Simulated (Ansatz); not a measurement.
Starting cell, TiN (rock salt):

```
TiN
1.0
    0.00000     4.24692     4.24692
    2.12346     2.12346     4.24692
    2.12346     2.12346     0.00000
N Ti
2 2
Direct
  0.00000   0.00000   0.00000
  0.50000   0.00000   0.00000
  0.00000   0.50000   0.50000
  0.50000   0.50000   0.50000
```

The atoms are displaced by Q × the pattern below (from a DFPT mode at X = (0.5, 0.5, 0.0), largest move 1; Q in Å), at fixed cell. It is one choice among 2 degenerate patterns. (q is in reciprocal vectors of the primitive cell; the cell shown is doubled to hold the pattern.)

```csv
atom,x,y,z
N1,0.000,1.000,0.000
N2,0.000,-1.000,0.000
Ti3,0.000,0.148,0.000
Ti4,0.000,-0.148,0.000
```

The numbers are results of PBE (plane waves to 420 eV, PAW, scalar-relativistic; Ansatz, a program for electronic structure), not measurements. k mesh 19×19×19 (Γ-centred), Fermi-Dirac smearing 0.05 eV. With partly filled bands, energies and forces of such displacements shift with the k mesh and the smearing. TiN is run without spin polarisation. TiN was relaxed with its symmetry unable to fall. 

```
Q (Å)   −dE/dQ from forces (eV/Å)
------  -------------------------
-0.180                      5.852
-0.150                      4.761
-0.120                      3.728
-0.090                      2.740
-0.060                      1.798
-0.030                      0.891
0.000                       0.000
0.030                      -0.891
0.060                      -1.798
0.090                      -2.740
0.120                      -3.728
0.150                      -4.761
0.180                      -5.852
```

Question: What harmonic wavenumber does the curvature at Q = 0 give?

Answer: 517 cm⁻¹. E″ = 29.61 eV/Å², M = Σ mᵢ|uᵢ|² = 30.1 u, ν̃ = 521.5·√(|E″|/M).

(A displaced cell: forces are minus the slopes of the energy, force constants its curvatures, and phonons follow from these.)
